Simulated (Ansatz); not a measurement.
CuAu:
```cif
data_AuCu
_chemical_formula_sum 'Cu1 Au1'
_space_group_name_H-M_alt 'P 1'
_space_group_IT_number 1
_cell_length_a 2.87722
_cell_length_b 2.87722
_cell_length_c 3.62435
_cell_angle_alpha 90.000
_cell_angle_beta 90.000
_cell_angle_gamma 90.000
loop_
_space_group_symop_operation_xyz
  'x, y, z'
loop_
_atom_site_label
_atom_site_type_symbol
_atom_site_fract_x
_atom_site_fract_y
_atom_site_fract_z
_atom_site_occupancy
Cu1 Cu 0.50000 0.50000 0.50000 1
Au1 Au 0.00000 0.00000 0.00000 1
```

Relaxed with PBE.

Question: Which orbitals make up the states near the Fermi level in DFT-PBE in the program Ansatz with PAW potentials?

Answer: Within 0.5 eV of the Fermi level: Au 6s 24 %, Cu 3d 19 %, Cu 4s 17 %, Au 5d 17 %, outside the projected shells 23 %. Projections are on Löwdin-orthogonalised atomic valence shells; empty p or d shells of many metals are not among them.

Question: Tabulate the density of states.

Answer: States/eV per cell of 2 atoms, in 0.25 eV bins, energy from the Fermi level.

```
E (eV)  total  Cu 3d  Au 5d  Au 6s
------  -----  -----  -----  -----
-7.85    0.28   0.00   0.02   0.15
-7.60    0.34   0.01   0.04   0.18
-7.35    0.40   0.01   0.06   0.21
-7.10    0.46   0.01   0.09   0.22
-6.85    0.59   0.03   0.17   0.25
-6.60    1.33   0.09   0.71   0.29
-6.35    1.95   0.14   1.23   0.30
-6.10    2.70   0.20   2.01   0.19
-5.85    2.50   0.20   1.96   0.10
-5.60    3.29   0.33   2.60   0.13
-5.35    4.17   0.54   3.35   0.19
-5.10    3.13   0.42   2.55   0.10
-4.85    3.15   0.46   2.51   0.10
-4.60    3.13   0.42   2.49   0.12
-4.35    3.37   0.58   2.58   0.12
-4.10    3.62   0.72   2.73   0.11
-3.85    4.61   0.90   3.44   0.15
-3.60    2.69   0.58   1.87   0.12
-3.35    1.81   0.55   1.05   0.08
-3.10    1.90   0.90   0.75   0.07
-2.85    2.50   1.77   0.46   0.05
-2.60    6.20   5.25   0.70   0.04
-2.35    5.43   4.65   0.62   0.03
-2.10    8.21   7.05   1.02   0.03
-1.85    7.93   6.06   1.74   0.05
-1.60    6.66   5.22   1.29   0.06
-1.35    1.49   0.97   0.32   0.08
-1.10    0.84   0.41   0.14   0.10
-0.85    0.67   0.27   0.11   0.10
-0.60    0.56   0.18   0.09   0.10
-0.35    0.54   0.14   0.09   0.11
-0.10    0.64   0.12   0.12   0.16
0.15     0.60   0.10   0.10   0.15
0.40     0.59   0.08   0.09   0.14
0.65     0.58   0.07   0.08   0.14
0.90     0.57   0.06   0.07   0.13
1.15     0.54   0.05   0.06   0.12
1.40     0.52   0.04   0.05   0.11
1.65     0.50   0.03   0.04   0.10
1.90     0.48   0.03   0.04   0.09
2.15     0.46   0.02   0.03   0.09
2.40     0.44   0.02   0.03   0.08
2.65     0.45   0.02   0.02   0.09
2.90     0.46   0.02   0.02   0.11
3.15     0.48   0.02   0.02   0.11
3.40     0.52   0.02   0.03   0.12
3.65     0.57   0.02   0.03   0.13
3.90     0.58   0.02   0.03   0.13
4.15     0.56   0.01   0.02   0.12
4.40     0.57   0.01   0.02   0.10
4.65     0.59   0.01   0.02   0.08
```

Space group P4/mmm (L1₀ or tetragonal B2). Symmetry was held in the PBE relaxation. No spin polarisation was allowed. Spin–orbit coupling is left out wherever it is not named.

Potentials: the later of the program's two PAW sets.
